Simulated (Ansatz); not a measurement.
A geometry of SnO away from equilibrium: step 3 of the relaxation of a relaxed SnO cell displaced along its unstable phonon at q = (½, 0, 0) of its primitive reciprocal cell (119i cm⁻¹), largest move 0.15 Å. These are PBEsol (plane waves to 420 eV, PAW, scalar-relativistic; Ansatz, a program for electronic structure) values and carry that method's errors. Γ-centred k-mesh 7×7×2 on the run's cell (coarser than for final values), Fermi–Dirac smearing 0.05 eV.

```
SnO
1.0
    7.63072    -0.00050     0.00000
   -1.90790     3.30457     0.00000
    0.00000     0.00000    14.28791
Sn O
8 8
Direct
  0.16318   0.58924   0.09685
  0.66318   0.73712   0.09685
  0.33682   0.41076   0.59685
  0.83682   0.26288   0.59685
  0.33682   0.26288   0.90315
  0.83682   0.41076   0.90315
  0.16318   0.73712   0.40315
  0.66318   0.58924   0.40315
  0.15940   0.77338   0.55320
  0.65940   0.54543   0.55320
  0.34060   0.22662   0.05320
  0.84060   0.45457   0.05320
  0.34060   0.45457   0.44680
  0.84060   0.22662   0.44680
  0.15940   0.54543   0.94680
  0.65940   0.77338   0.94680
```

### Question
Which atoms carry the largest force, and which way does it point?

### Answer
0.38 eV/Å, on Sn1, Sn2, Sn3, Sn4, Sn5, Sn6, Sn7, Sn8 and others (atoms numbered as listed); on O12 its components are (0.04, 0.37, -0.07).

### Question
What is the pressure?

### Answer
-1.5 GPa, compression positive.

### Question
How far above the relaxed end point is this geometry?

### Answer
0.08 eV/atom; the path ends in Pbcn (No. 60).

No spin polarisation in the result. Without a van der Waals term the distances between weakly bound units are poorly fixed.

The run could not lose the symmetry of its start: the end is stationary, and may be a saddle point rather than a minimum.

The end of the path is a generated cell of SnO: the first start was made by placing the elements on the sites of a structure type, and the end was not matched to a known phase here, so it may be hypothetical. Known forms of SnO include space group No. 129.
